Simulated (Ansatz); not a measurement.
BiCl3:
```yaml
crystal:
  lattice:
    - [7.60077, 0.00000, 0.00000]
    - [0.00000, 8.87201, 0.00000]
    - [0.00000, 0.00000, 6.31433]
  atoms:
    - { symbol: Bi, position: [0.56461, 0.75000, 0.51278] }
    - { symbol: Bi, position: [0.43539, 0.25000, 0.48722] }
    - { symbol: Bi, position: [0.93539, 0.25000, 0.01278] }
    - { symbol: Bi, position: [0.06461, 0.75000, 0.98722] }
    - { symbol: Cl, position: [0.32548, 0.93779, 0.64234] }
    - { symbol: Cl, position: [0.67452, 0.06221, 0.35766] }
    - { symbol: Cl, position: [0.17452, 0.06221, 0.14234] }
    - { symbol: Cl, position: [0.82548, 0.93779, 0.85766] }
    - { symbol: Cl, position: [0.82548, 0.56221, 0.85766] }
    - { symbol: Cl, position: [0.17452, 0.43779, 0.14234] }
    - { symbol: Cl, position: [0.67452, 0.43779, 0.35766] }
    - { symbol: Cl, position: [0.32548, 0.56221, 0.64234] }
    - { symbol: Cl, position: [0.04891, 0.25000, 0.63945] }
    - { symbol: Cl, position: [0.95109, 0.75000, 0.36055] }
    - { symbol: Cl, position: [0.45109, 0.75000, 0.13945] }
    - { symbol: Cl, position: [0.54891, 0.25000, 0.86055] }
```

Relaxed with r²SCAN+D4. Special points in fractions of this cell's reciprocal vectors: Γ (0.000, 0.000, 0.000); X (0.500, 0.000, 0.000); S (0.500, 0.500, 0.000); Y (0.000, 0.500, 0.000); Z (0.000, 0.000, 0.500); U (0.500, 0.000, 0.500); R (0.500, 0.500, 0.500); T (0.000, 0.500, 0.500).

### Question
List the band energies nearest the valence-band maximum at these points for plane-wave PAW r²SCAN+D4 (Ansatz code).

### Answer
In eV from the valence-band maximum; about four levels below and three above (degenerate sets whole), none deeper than 8.9 eV; points with the same levels are listed once.

```json
[
 {"k": "Γ", "below": "-0.24 -0.20 -0.14 -0.10", "above": "3.79 4.30 4.48"},
 {"k": "X", "below": "-0.18 -0.18 -0.15 -0.15", "above": "4.36 4.36 4.49 4.49"},
 {"k": "S", "below": "-0.09 -0.09 -0.09 -0.09", "above": "4.47 4.47 4.47 4.47"},
 {"k": "Y", "below": "-0.17 -0.17 -0.06 -0.06", "above": "4.21 4.21 4.24 4.24"},
 {"k": "Z", "below": "-0.42 -0.42 -0.08 -0.08", "above": "4.21 4.21 4.36 4.36"},
 {"k": "U", "below": "-0.32 -0.32 -0.08 -0.08", "above": "4.27 4.27 4.29 4.29"},
 {"k": "R", "below": "-0.29 -0.29 -0.29 -0.29", "above": "3.98 3.98 3.98 3.98"},
 {"k": "T", "below": "-0.37 -0.37 -0.25 -0.25", "above": "4.07 4.07 4.15 4.15"}
]
```

Space group Pnma. The first step of the workflow began from a Materials Project structure, measured or hypothetical; the Crystallography Open Database copy checked does not list it. COD files the formula under space group No. 33, so this cell is another polymorph or a model. Its standing as an ambient phase is unchecked. The r²SCAN+D4 relaxation kept the symmetry of its start; whether a distortion lowers the energy is not shown. Scalar-relativistic: spin–orbit coupling is off unless named, which matters more the heavier the elements.

Potentials: the later of the program's two PAW sets.
